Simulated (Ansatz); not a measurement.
Born–Oppenheimer molecular dynamics of a 16-atom Zr2Nb3Cu3 cell at 18.35 Å³/atom, computed with Ansatz: Langevin thermostat at 2160 K, 82 steps of 3.0 fs, friction 0.03 1/fs. The run is short and the cell small, so it isn't an equilibrium average.

```yaml
crystal:
  lattice:
    - [6.818584, 0.052106, -0.054308]
    - [0.052106, 6.647963, -0.214905]
    - [-0.054308, -0.214905, 6.486144]
  atoms:
    - { symbol: Nb, position: [0.8660533818, 0.8511088921, 0.1891393166] }
    - { symbol: Nb, position: [0.050243396, 0.5149955072, 0.5366491095] }
    - { symbol: Nb, position: [0.8594714453, 0.8023571439, 0.68289426] }
    - { symbol: Nb, position: [0.0959289915, 0.0700912226, 0.9915785087] }
    - { symbol: Nb, position: [0.2998593562, 0.7250082748, 0.7358571902] }
    - { symbol: Nb, position: [0.7307489937, 0.2645369638, 0.177225308] }
    - { symbol: Cu, position: [0.4095215095, 0.3751523272, 0.7995001194] }
    - { symbol: Cu, position: [0.0886382437, 0.1576684012, 0.396274624] }
    - { symbol: Cu, position: [0.670229028, 0.5725415113, 0.0262265969] }
    - { symbol: Cu, position: [0.371126995, 0.2392442873, 0.0983014369] }
    - { symbol: Cu, position: [0.0247814269, 0.4915024988, 0.9012222634] }
    - { symbol: Cu, position: [0.5517425698, 0.028917384, 0.9224412733] }
    - { symbol: Zr, position: [0.4213724642, 0.0393544804, 0.4466847514] }
    - { symbol: Zr, position: [0.7777661703, 0.2707606149, 0.7132446532] }
    - { symbol: Zr, position: [0.2722337507, 0.6448090549, 0.1816635297] }
    - { symbol: Zr, position: [0.5925223325, 0.5578885701, 0.4719591531] }
  symmetry: { detect: false }
basis:
  ecutwfc: 420
  xc_grid: 1
kpoints:
  mp_grid: { grid: [1, 1, 1], shift: [0.25, 0.25, 0.25] }
hamiltonian:
  xc: pbe
scf:
  occupations: { method: fermi_dirac, width: 0.1861 }
  lower_state_search: "off"
  convergence: { dr2_threshold: 1.0e-05 }
output:
  forces: true
  stress: true
md:
  timestep: 3.0
  n_steps: 82
  ensemble: nvt_langevin
  friction: 0.03
  temperature: 2160.0
  initial_velocities: maxwell_boltzmann
  seed: 29178
```

```bash
ansatz run input.yaml --threads 2 --pin off --max-ram 5120MiB --backend cpu --events-out ev --progress --plain --runs-dir out
```

The calculation used Ansatz 0.2.0, DFT PBE, scalar-relativistic, plane waves, PAW.

6 frames, positions in Å (not wrapped into the cell) and forces in eV/Å:

```xyz
16
Lattice="6.819 0.052 -0.054 0.052 6.648 -0.215 -0.054 -0.215 6.486" Properties=species:S:1:pos:R:3:forces:R:3 pbc="T T T" time_fs=0.0 temperature_K=2025 free_energy_over_first_frame_eV=0.000
Nb    5.939    5.663    0.997   -0.150    0.180    1.370
Nb    0.340    3.311    3.367    1.000   -0.620   -2.630
Nb    5.865    5.232    4.210    0.030    1.870    0.790
Nb    0.604    0.258    6.411   -1.560   -1.660   -1.540
Nb    2.042    4.677    4.601    0.510    2.070    0.630
Nb    4.987    1.759    1.053    2.500   -1.160    1.550
Cu    2.768    2.344    5.083   -0.480   -0.100   -0.960
Cu    0.591    0.968    2.532   -1.390   -0.420   -0.200
Cu    4.598    3.836    0.011   -1.370    1.340   -1.690
Cu    2.538    1.589    0.566   -0.520    2.570    3.410
Cu    0.146    3.075    5.738    0.050    0.220    2.100
Cu    3.714    0.023    5.947    0.610   -3.140   -1.370
Zr    2.851    0.188    2.866    1.670   -0.390    0.490
Zr    5.279    1.687    4.526   -0.520   -1.800   -0.710
Zr    1.880    4.262    1.025    0.320    0.600   -0.110
Zr    4.044    3.638    2.909   -0.710    0.440   -1.140
16
Lattice="6.819 0.052 -0.054 0.052 6.648 -0.215 -0.054 -0.215 6.486" Properties=species:S:1:pos:R:3:forces:R:3 pbc="T T T" time_fs=48.0 temperature_K=2474 free_energy_over_first_frame_eV=-1.290
Nb    5.787    5.512    1.073    0.180    0.530    1.390
Nb    0.504    3.379    3.348   -0.080   -0.170   -0.390
Nb    5.894    5.302    4.536    0.060    0.970   -1.190
Nb    0.459    0.419    6.006   -0.290   -0.900    0.630
Nb    2.188    4.827    4.732   -2.320   -0.750    0.080
Nb    5.237    1.703    1.281   -0.620    0.630   -1.770
Cu    2.301    1.924    5.079   -0.140    1.210   -0.700
Cu    0.318    0.993    2.578    1.310   -1.510    0.740
Cu    4.285    4.134   -0.287   -0.420   -1.050   -0.230
Cu    2.500    1.591    0.881    0.360    0.100    0.620
Cu   -0.131    3.252    5.934    0.730   -0.480    0.930
Cu    3.715   -0.308    5.773    0.390    1.450    1.890
Zr    3.068    0.149    2.983   -0.240   -0.820   -0.890
Zr    4.880    1.724    4.490    2.240   -1.070    1.540
Zr    2.112    4.146    1.276   -1.040    0.750   -1.860
Zr    4.076    3.582    3.053   -0.110    1.110   -0.780
16
Lattice="6.819 0.052 -0.054 0.052 6.648 -0.215 -0.054 -0.215 6.486" Properties=species:S:1:pos:R:3:forces:R:3 pbc="T T T" time_fs=99.0 temperature_K=1797 free_energy_over_first_frame_eV=0.198
Nb    5.749    5.744    1.301   -1.280   -1.800   -0.940
Nb    0.589    3.534    3.713   -2.530   -2.330   -4.390
Nb    5.649    5.497    4.458    0.270    0.180   -0.510
Nb    0.237    0.332    6.041    1.020    0.040    1.520
Nb    2.071    4.639    4.869    0.370    2.100    0.980
Nb    5.145    1.664    1.264    0.710    1.050   -0.770
Cu    2.036    1.936    4.954    0.360   -0.500    0.670
Cu    0.209    0.565    2.747    1.650    0.960    1.650
Cu    4.207    4.186   -0.313    0.110   -0.330    0.810
Cu    2.591    1.406    1.191   -1.260    1.540   -1.260
Cu   -0.183    3.422    5.923   -0.290   -0.480    2.510
Cu    3.462   -0.069    5.758   -0.600   -0.570    2.030
Zr    3.180    0.038    3.061   -0.290   -0.680    0.180
Zr    4.759    1.734    4.748    2.220    0.780   -0.310
Zr    1.970    4.321    1.540   -0.700    0.280   -2.400
Zr    4.111    3.648    2.999    0.250   -0.250    0.220
16
Lattice="6.819 0.052 -0.054 0.052 6.648 -0.215 -0.054 -0.215 6.486" Properties=species:S:1:pos:R:3:forces:R:3 pbc="T T T" time_fs=147.0 temperature_K=1664 free_energy_over_first_frame_eV=-0.045
Nb    5.568    5.704    1.546    0.250   -1.470   -0.700
Nb    0.458    3.451    3.534   -0.390   -0.540   -1.040
Nb    5.516    5.829    4.492    0.900   -4.820   -2.110
Nb    0.233    0.248    6.207    2.790   -0.070    1.870
Nb    2.036    4.802    4.818   -0.590   -0.060   -0.560
Nb    5.251    1.629    1.184    0.310    0.590    0.270
Cu    2.112    2.035    5.382    0.050    1.040   -1.480
Cu    0.558    0.543    2.790   -0.270    0.390    0.610
Cu    4.073    4.056   -0.154    1.190   -0.460   -0.570
Cu    2.431    1.419    0.985   -0.200    1.070    1.520
Cu   -0.213    3.930    6.001   -0.130   -1.230    0.780
Cu    3.546   -0.139    5.943   -1.470   -0.200    1.780
Zr    3.067   -0.248    2.827    0.550    1.940    1.770
Zr    5.070    1.482    4.721   -0.500    4.880   -1.630
Zr    2.074    4.291    1.324   -2.400   -0.850   -2.040
Zr    4.121    3.508    2.908   -0.090   -0.190    1.520
16
Lattice="6.819 0.052 -0.054 0.052 6.648 -0.215 -0.054 -0.215 6.486" Properties=species:S:1:pos:R:3:forces:R:3 pbc="T T T" time_fs=198.0 temperature_K=1624 free_energy_over_first_frame_eV=-1.200
Nb    5.422    5.574    1.882    1.480   -0.020   -2.220
Nb    0.239    3.630    3.391    0.920   -0.600   -1.040
Nb    5.618    5.517    4.581   -1.220    0.690   -0.180
Nb    0.640    0.158    6.325   -0.250   -0.220    0.460
Nb    2.077    5.105    4.616   -0.740   -1.110    0.810
Nb    5.394    1.535    1.098    0.710    0.950    1.160
Cu    2.392    2.227    5.406   -0.770    0.400   -1.680
Cu    0.332    0.881    3.077    1.180   -0.870   -0.450
Cu    3.949    4.106   -0.213    2.730   -0.180   -0.980
Cu    2.558    1.587    1.099   -0.740    2.560    1.070
Cu   -0.174    4.072    6.275    0.010   -1.690    0.650
Cu    3.605    0.187    6.132    0.240   -1.890   -1.330
Zr    3.043    0.111    2.877   -0.100    0.390    1.900
Zr    5.514    1.687    4.721   -1.270    1.070    0.790
Zr    2.076    4.250    1.159   -2.210    0.890    0.180
Zr    3.935    3.492    2.967    0.020   -0.380    0.860
16
Lattice="6.819 0.052 -0.054 0.052 6.648 -0.215 -0.054 -0.215 6.486" Properties=species:S:1:pos:R:3:forces:R:3 pbc="T T T" time_fs=246.0 temperature_K=2413 free_energy_over_first_frame_eV=-2.036
Nb    5.577    5.633    1.592   -0.780   -0.310    0.610
Nb    0.281    3.790    3.359    1.160   -1.550   -2.270
Nb    5.491    5.354    4.445   -1.240    2.240   -0.720
Nb    0.497   -0.063    6.525    0.150    1.240    0.060
Nb    2.131    5.187    4.695   -0.750   -1.140    1.510
Nb    5.438    1.614    1.193    0.290    1.980    0.330
Cu    2.042    2.458    5.250   -0.370   -0.470   -0.140
Cu    0.264    0.645    2.980    1.200   -0.590    0.370
Cu    4.198    3.983   -0.255   -1.270   -0.660   -0.180
Cu    2.312    1.989    1.276   -0.120   -1.020   -0.560
Cu   -0.449    4.046    6.237    2.800   -2.120    0.970
Cu    3.821    0.077    6.246   -1.170   -0.240   -0.130
Zr    2.869    0.051    3.038    1.360    1.750   -0.690
Zr    5.724    1.927    4.642   -0.750   -0.900    1.450
Zr    2.006    4.466    1.144   -0.400    1.250   -1.070
Zr    3.794    3.372    3.087   -0.120    0.550    0.450
```

Over the second half the temperature averages 2098 K and the pressure (kinetic part included, positive in compression) 3.6 GPa. Mean square displacements at the end: Cu 0.39 Å², Nb 0.22 Å², Zr 0.18 Å² (from the start of this run, the atoms' common shift taken off).

One k point is coarse for so small a cell, so forces and above all the pressure are rough.

It took 3.8 min on 2 threads of Intel(R) Xeon(R) Platinum 8259CL CPU @ 2.50GHz (Skylake/Cascade Lake), with other jobs on the host, peak memory 0.66 GiB.